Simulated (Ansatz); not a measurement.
Data:

NaI (rock salt) is sheared across one {110} plane: the third cell vector gains the shift, so faults repeat every 6.9 Å. The cut lies between planes 2.31 Å apart; the cell height is held.

```
CELL_PARAMETERS angstrom
      4.61673     0.00000     0.00000
      0.00000     6.52904     0.00000
      2.30836     3.26452     6.92509
ATOMIC_POSITIONS crystal
  I  0.00000 0.00000 0.83333
  I  0.33333 0.33333 0.16667
  I  0.66667 0.66667 0.50000
  Na 0.00000 0.50000 0.83333
  Na 0.33333 0.83333 0.16667
  Na 0.66667 0.16667 0.50000
```

In-plane vectors a = (4.617, 0.000) Å, b = (0.000, 6.529) Å, area 30.14 Å². The shift is s times the vector a (length 4.617 Å), so s = 1 restores the start. The shift is rigid: no atom relaxes. γ = [E(shift) − E(0)] / area.

Calculation: PBE (plane waves to 420 eV, PAW, scalar-relativistic; Ansatz, a quantum-chemistry and plane-wave program). k mesh 6×6×6 (Γ-centred), Fermi-Dirac smearing 0.05 eV. E is the zero-smearing estimate. Faults lie only 6.9 Å apart, and holding the cell height and the atoms raises γ above its relaxed value. NaI was relaxed with its symmetry unable to fall. Spin-orbit coupling is left out, though I is heavy. γ is measured from zero shift.

The scan covers s from 0.000 to 0.917 in 12 points.

### Question
Does γ have a local minimum between the ends of the line, and at which s?

### Answer
No computed point is one.

### Question
At which s is γ highest?

### Answer
s = 0.500.

### Question
What is the highest γ among twelve even steps of s?

### Answer
1320 mJ/m².

(The slope of γ gives the shear force per area between the displaced halves; near zero shift its curvature is an elastic stiffness.)
